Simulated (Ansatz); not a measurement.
MoS2:
```xyz
6
Lattice="3.1222 0.0000 0.0000 -1.5611 2.7039 0.0000 0.0000 0.0000 12.0779" Properties=species:S:1:pos:R:3 pbc="T T T"
Mo     0.0000     1.8026     3.0195
Mo     1.5611     0.9013     9.0584
S      0.0000     1.8026     7.5042
S      1.5611     0.9013     1.4653
S      1.5611     0.9013     4.5736
S      0.0000     1.8026    10.6125
```

Relaxed with LDA. Special points in fractions of this cell's reciprocal vectors: Γ (0.000, 0.000, 0.000); M (0.500, 0.000, 0.000); K (0.333, 0.333, 0.000); A (0.000, 0.000, 0.500); L (0.500, 0.000, 0.500); H (0.333, 0.333, 0.500).

List the band energies nearest the valence-band maximum at these points for LDA in the plane-wave PAW code Ansatz.

In eV from the valence-band maximum; about four levels below and three above (degenerate sets whole), none deeper than 8.9 eV; points with the same levels are listed once.

```tsv
k	below	above
Γ	-2.21 -2.21 -1.40 -1.15 0.00	2.13 2.13 2.16 2.16
M	-1.77 -1.54 -1.52 -1.40	1.65 1.71 2.01
K	-2.76 -2.76 -0.90 -0.69	1.07 1.07 1.59
A	-2.24 -2.24 -2.24 -2.24 -0.29 -0.29	2.14 2.14 2.14 2.14
L	-1.64 -1.64 -1.46 -1.46	1.67 1.67 2.20 2.20
H	-3.00 -3.00 -0.81 -0.81	1.08 1.08 2.16 2.16
```

Space group P6_3/mmc. The cell was relaxed with LDA under the symmetry of its start; phonons on a q-mesh show no instability. The run is not spin-polarised. A crystal of weakly bound layers computed without a dispersion correction: the cell and the soft elastic constants depend strongly on that. Spin–orbit coupling is left out wherever it is not named.

Potentials: the later of the program's two PAW sets.
